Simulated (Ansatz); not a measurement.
# An inverse problem

Cell vectors (Å):

```
3.6660 0.0000 0.0000
0.0000 3.6660 0.0000
0.0000 0.0000 3.6660
```

```
atom       a       b       c
   Y  0.5000  0.5000  0.5000
   X  0.0000  0.0000  0.0000
```

Theory: PBEsol, all-electron LAPW in Ansatz 0.2.0, scalar-relativistic. k mesh 10×10×10, Fermi-Dirac smearing of 0.080 eV.

Harmonic phonons of a crystal by Kohn-Sham DFT at the given cell, standard atomic masses, acoustic sum rule imposed; negative wavenumbers are unstable modes.

| point | q a (r.l.u.) | q b (r.l.u.) | q c (r.l.u.) | branch | phonon wavenumber (cm⁻¹) |
| --- | --- | --- | --- | --- | --- |
| Gamma | 0 | 0 | 0 | 4 | 100.4 |
| X | 0.5 | 0 | 0 | 1 | 56.6 |
| X | 0.5 | 0 | 0 | 3 | 64.2 |
| X | 0.5 | 0 | 0 | 4 | 96.9 |
| X | 0.5 | 0 | 0 | 6 | 150 |
| M | 0.5 | 0.5 | 0 | 1 | 27.5 |
| M | 0.5 | 0.5 | 0 | 3 | 55 |
| M | 0.5 | 0.5 | 0 | 4 | 65.3 |
| M | 0.5 | 0.5 | 0 | 5 | 151.6 |
| R | 0.5 | 0.5 | 0.5 | 1 | 56.3 |
| R | 0.5 | 0.5 | 0.5 | 4 | 140.8 |

All X atoms are one element. Which one was computed?

Hg; the crystal is YHg (Pm-3m).

Known limits: responses of metals move with mesh and smearing; no spin-orbit coupling on heavy atoms.
